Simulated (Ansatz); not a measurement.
# Hf4N: rattling a relaxed structure

The cell was found from a proposed guess, not taken from experiment.

The calculation used Ansatz, DFT PBE, scalar-relativistic, plane waves, PAW. Settings: cutoff 420 eV, Γ-centred mesh 6×10×6 on the computed 5-atom cell, Gaussian smearing of 0.10 eV; no spin polarisation.

The cell below (5 atoms, space group P2/m (No. 10)) is relaxed within its symmetry.

```
CELL_PARAMETERS angstrom
5.14884 0.00000 -0.00078
0.00000 3.22124 0.00000
-0.01854 0.00000 5.62560
ATOMIC_POSITIONS crystal
Hf 0.24572 0.50000 0.15874
Hf 0.75428 0.50000 0.84126
Hf 0.74302 0.00000 0.32897
Hf 0.25698 0.00000 0.67103
N 0.00000 0.00000 0.00000
```

For the test a repeat of it with 10 atoms (edges 5.15, 5.63, 6.44 Å) was strained at random (σ = 1.5 % a component), the atoms were moved at random (σ = 0.10 Å), and all was relaxed again on a coarse 4×4×4 mesh (in the run’s order of axes) with 0.20 eV smearing, with no symmetry imposed.

Spin–orbit coupling, which can matter for Hf, is left out.

**Question.** What happens?

**Answer.** It returns, within 1 meV/atom of the unmoved cell on that mesh and with the same symmetry when read at 0.1 Å. So it is stable against the distortions that fit this cell and that this random move excites. Modes that don't fit the cell aren't tested.
